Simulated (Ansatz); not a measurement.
A distorted cell of InAs (zinc blende):

```xyz
4
Lattice="0.0000 6.1091 6.1091 3.0546 0.0000 3.0546 3.0546 3.0546 0.0000" Properties=species:S:1:pos:R:3 pbc="T T T"
As     4.5818     4.5818     4.5818
As     4.5818     7.6364     7.6364
In     0.0000     0.0000     0.0000
In     2.7486     5.8031     2.7486
```

Computed with r2SCAN (plane waves to 500 eV, PAW, scalar-relativistic; Ansatz, a quantum-chemistry and plane-wave program). k mesh 4×8×8 (Γ-centred), Fermi-Dirac smearing 0.05 eV. The energy includes the smearing's −TS. Compression counts positive. InAs was relaxed with its symmetry unable to fall.

Q: What forces act on the atoms (eV/Å, Cartesian)?

A: 
```tsv
atom	Fx	Fy	Fz
As1	-5.671	-5.078	-5.078
As2	0.210	-0.486	-0.486
In3	0.208	-0.127	-0.127
In4	5.253	5.691	5.691
```

Q: Give the stress tensor in GPa and the pressure.

A: 
```
   5.81     7.81     7.81
   7.81     5.73     7.80
   7.81     7.80     5.73
```
The pressure, a third of the trace, is 5.76 GPa.

Q: In it atom 4 sits (-0.306, -0.306, -0.306) Å away from its relaxed site. What is its energy relative to the relaxed cell?

A: 1902 meV/cell.

(A displaced cell: forces are minus the slopes of the energy, force constants its curvatures, and phonons follow from these.)
